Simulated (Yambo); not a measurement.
Yambo run on NaBaIrH6 (space group F-43m, No. 216). The wavefunctions are PBEsol (pw.x of Quantum ESPRESSO, ONCV potentials, without SOC) ones on a 2×2×2 mesh (21 occupied bands); a = b = c = 5.5473 Å, α = β = γ = 60.00°.

Yambo input:

```
rim_cut
gw0
dyson
el_el_corr
HF_and_locXC
ppa
em1d
RandQpts= 1000000
RandGvec= 1 Ry
EXXRLvcs= 88 Ry
VXCRLvcs= 352 Ry
Chimod= "HARTREE"
% BndsRnXp
 6 | 173 |
%
NGsBlkXp= 7 Ry
% LongDrXp
 1.0 | 1.0 | 1.0 |
%
PPAPntXp= 27.2114 eV
% GbndRnge
 1 | 66 |
%
GTermKind= "BG"
DysSolver= "n"
ExtendOut
% QPkrange
 1 | 1 | 21 | 21 |
 3 | 3 | 21 | 22 |
%
```

k points by index: 1 = Γ, 3 = X.

Resulting energies as the program prints them:

```
#    K-point    Band    Eo [eV]    E [eV]    E-Eo [eV]    Vxc [eV]    Vnlxc [eV]    Sc|Eo [eV]    Sc|E [eV]    dSc/dw|Eo [eV]    Re(Z)    Im(Z)
#
    1    21    0.000000    -0.472688    -0.472688    -18.14971    -22.11625    3.369710    3.493848    -7.143846    0.792056    -0.001582
    3    21    -0.037697    -0.524493    -0.486795    -17.97854    -21.93734    3.344092    3.471997    -7.147423    0.791974    -0.001584
    3    22    3.073537    3.913634    0.840097    -11.33129    -7.270842    -3.057341    -3.220353    -5.279401    0.837509    -0.001205
```
(The two width columns are left out.) Convergence of these settings isn't established.

Geometry of the Materials Project entry, not relaxed at this level.

The structure is a Materials Project entry; no match was found in the copy of COD used, and its stability was not checked.
